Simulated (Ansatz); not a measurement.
**Surface calculation: bcc Fe (110), 4 layers**

The slab is cut from the bcc crystal, the stable phase, as relaxed on PAW files (11.35 Å³/atom), with 16 Å of vacuum and a dipole correction:

```xyz
4
Lattice="2.4520 0.0000 0.0000 -0.8173 2.3118 0.0000 0.0000 0.0000 22.0062" Properties=species:S:1:pos:R:3 pbc="T T T"
Fe    0.4087    0.5779    8.0000
Fe    1.2260    1.7338   10.0021
Fe    0.4087    0.5779   12.0041
Fe    1.2260    1.7338   14.0062
```

All numbers are PBE results (scalar-relativistic) from Ansatz 0.2.0, with a Γ-centred 17×17×1 k mesh, Fermi–Dirac smearing of 0.1 eV, spin-polarised from start moments Fe1 2.5, Fe2 2.5, Fe3 2.5, Fe4 2.5 μB. Methods: LAPW: all electrons, basis error target 1 meV/atom; PAW: frozen-core files, cutoff 420 eV.

The bulk energy comes from a cell in the slab's orientation on a 17×17×10 mesh. The surface energy is (E(slab) − N·E(bulk))/2A at zero smearing, the mean of both faces; thin slabs carry quantum-size effects.

Other magnetic orders may lie lower. The cell is 1×1, so reconstructions are forbidden, and in slabs of four or five layers the relaxations can be far larger than at a real surface.

Task: As cut, the LAPW slab lies 1.784 eV above 4 atoms of bulk. What surface energy is that?

Result: Over two faces of 5.67 Å² it is 157.4 meV/Å², and times 16.02 J/m² per eV/Å² that gives γ = 2.521 J/m².

```
method  γ as cut (J/m²)  γ relaxed (J/m²)  Φ as cut (eV)  Φ relaxed (eV)
  LAPW            2.521             2.519           4.80            4.80
   PAW            2.514             2.511           4.80            4.80
```

Task: How do the spacings between the planes relax?

Result: From the bottom face up: d12 -0.6 % of 2.002 Å, d23 +1.0 % of 2.002 Å, d34 -0.6 % of 2.002 Å.

Task: How do the moments vary through the slab?

Result: Fe1 2.57, Fe2 2.31, Fe3 2.31, Fe4 2.57 μB in the LAPW spheres; the bulk has Fe 2.21 μB.

Task: What changes if the images along the normal are cut off in place of the dipole correction?

Result: LAPW then gives: no gap, work function 4.80 eV; PAW: no gap, work function 4.80 eV.
